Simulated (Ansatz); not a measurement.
Ge$_{2}$Pd$_{2}$C in Ansatz, settings compared

Launch command:

```bash
ansatz run input.yaml --threads 1 --pin off --max-ram 2560MiB --backend cpu --events-out ev --progress --plain --runs-dir out
```

The input file (Ansatz 0.2.0, plane waves):

```yaml
crystal:
  lattice:
    - [1.573022, 2.724551, 0.0]
    - [-1.573022, 2.724551, 0.0]
    - [0.0, 0.0, 7.907786]
  atoms:
    - { symbol: Ge, position: [0.3333, 0.3334, 0.8343] }
    - { symbol: Ge, position: [0.6667, 0.6666, 0.1657] }
    - { symbol: Pd, position: [0.3333, 0.3334, 0.35475] }
    - { symbol: Pd, position: [0.6667, 0.6666, 0.64525] }
    - { symbol: C, position: [0.0, 0.0, 0.5] }
  symmetry: { tolerance: 0.0003 }
kpoints:
  mp_grid: { grid: [7, 7, 3], shift: [0, 0, 0] }
magnetization:
  spin_polarized: false
scf:
  occupations: { method: fermi_dirac }
hamiltonian:
  pseudopotentials: { kind: paw }
  xc: pbesol
  hubbard:
    projectors: all-electron-ortho-atomic
    sites: [{ species: Pd, l: d, u_eff: 1.34 }]
basis:
  ecutwfc: 420
output:
  forces: true
  stress: true
  eigenvalues: true
  write_density: true
  write_potential: true
  elf: true
  volumetric_format: npy
```

Origin of the cell: a known structure type with other elements, at an estimated volume, so it need not be a known compound.

The smearing width isn't typed, so it takes its default of 0.1 eV.

Output of this run (shortened):

```
SCF iter   1: F=—  HF=-22571.771209 eV  Δρ=2.36e-1  dr2=8.75e1  defer=1
SCF iter   2: F=—  HF=-22562.490596 eV  Δρ=6.16e-2  dr2=4.92e0  defer=5
SCF iter   3: F=—  HF=-22562.069117 eV  Δρ=2.65e-2  dr2=1.85e0  defer=10
SCF iter   4: F=—  HF=-22561.902005 eV  Δρ=7.56e-3  dr2=1.21e-1  defer=10
SCF iter   5: F=—  HF=-22561.884716 eV  Δρ=3.35e-3  dr2=2.86e-2  defer=9
SCF iter   6: F=—  HF=-22561.880096 eV  Δρ=1.98e-3  dr2=3.58e-3  defer=10
SCF iter   7: F=—  HF=-22561.879597 eV  Δρ=6.54e-4  dr2=5.20e-4  defer=10
SCF iter   8: F=—  HF=-22561.879517 eV  Δρ=2.06e-4  dr2=4.98e-5  defer=10
SCF iter   9: F=—  HF=-22561.879506 eV  Δρ=7.15e-5  dr2=5.55e-6  defer=10
SCF iter  10: F=—  HF=-22561.879506 eV  Δρ=2.25e-5  dr2=4.74e-7  defer=10
SCF iter  11: F=-22561.879506 eV  HF=-22561.879506 eV  Δρ=6.26e-6  dr2=3.26e-8
SCF 1 converged in 11 iterations: F = -22561.879506 eV  dr2 = 3.26e-8
SCF converged after 11 iterations
Free energy (F): -22561.879506 eV
Harris-Foulkes:  -22561.879506 eV  (|F-HF|=1.54e-8)
Internal energy: -22561.791287 eV  (E = F + TS)
E sigma→0 (E₀):  -22561.835397 eV
Entropy (-TS):   -0.088219 eV (-17.644 meV/atom)
Fermi energy:    16.509355 eV
--- Per-component energies (eV) ---
  E_band       = -502.806810
  E_kinetic    = 1350.487380
  E_local      = -9089.417669  (includes V_loc(G=0)·N_el)
  E_nonlocal   = 1302.329993
  E_hartree    = 3923.744724
  E_xc         = -539.385576
  E_vxc        = -619.438042  (∫ρ·V_xc dr)
  E_hubbard    = 1.102206  (on-site DFT+U / exact-exchange correction)
  E_vhub       = -9.901133  (the Hubbard potential's part of the band-sum identity)
  E_paw        = -11418.805779  (= ΣΔE_a)
  E_vpaw       = -1284.365013  (= ΣTr[D̂ρ^β])
  E_aug_tail   = 0.000998  (compensation charges beyond the density's cutoff)
  E_ewald      = -8094.309586
  E_core_change = 2.462021  (= ΣΔE_core)
  E_smearing   = -0.088219  (= −TS)
  Σ components = -22561.879506   (vs F -22561.879506, Δ=0.00e0)
--- Forces (eV/Å), atoms counted from 1 ---
  atom   1  Ge     0.000000     0.000000     3.701467
  atom   2  Ge    -0.000000    -0.000000    -3.701467
  atom   3  Pd     0.000000     0.000000     2.184468
  atom   4  Pd     0.000000    -0.000000    -2.184468
  atom   5  C      0.000000    -0.000000     0.000000
  max |Σ_I F_I| component: 7.40e-17 eV/Å
--- Stress (GPa, compression-positive) ---
       28.169944       0.000000      -0.000000
        0.000000      28.169944       0.000000
       -0.000000       0.000000      28.939699
  P = ⅓ Tr σ = 28.4265 GPa (284.265 kbar)
Occupation matrices written to <dir>
```

The same input was run again with these changes:

1. `basis.ecutwfc` 420 → "250 eV"
2. `scf.initial_density.chi_scale` default → 0.1
3. `scf.occupations.method` fermi_dirac → cold; `scf.occupations.width` default → 0.01; `accuracy` default → medium; `scf.n_extra_bands` default → 16
4. `scf.occupations.method` fermi_dirac → tetrahedron; `kpoints.mp_grid.grid` [7, 7, 3] → [2, 2, 1]

```csv
run,end,SCF iterations,P (GPa),max force component (eV/Å),moment (μB),ΔE(σ→0) (meV/atom)
base,converged,11,28.43,3.701,–,0
1,converged,11,25.91,3.482,–,1301.84
2,converged,11,28.43,3.701,–,0.00
3,converged,10,28.64,3.784,–,-0.01
4,converged,12,27.73,3.978,–,-395.85
```

Energies are compared only where functional, datasets, charge and starting cell are the same.

Not properties of the system: run 1 (too coarse or loose: `basis.ecutwfc` = "250 eV"), run 4 (too coarse or loose: `kpoints.mp_grid.grid` = [2, 2, 1]).

Caveats of the base run: the given cell is far from equilibrium, with atoms too close or a volume far off; the k mesh is coarse if the cell is a metal.

Run 1: the cutoff lies below the datasets' advice.
Run 4: forces and stress under tetrahedra may miss the slope of the energy.

The base run ran for 3.9 s of wall time on 1 CPU thread(s) of a shared host, from the program's own first density.
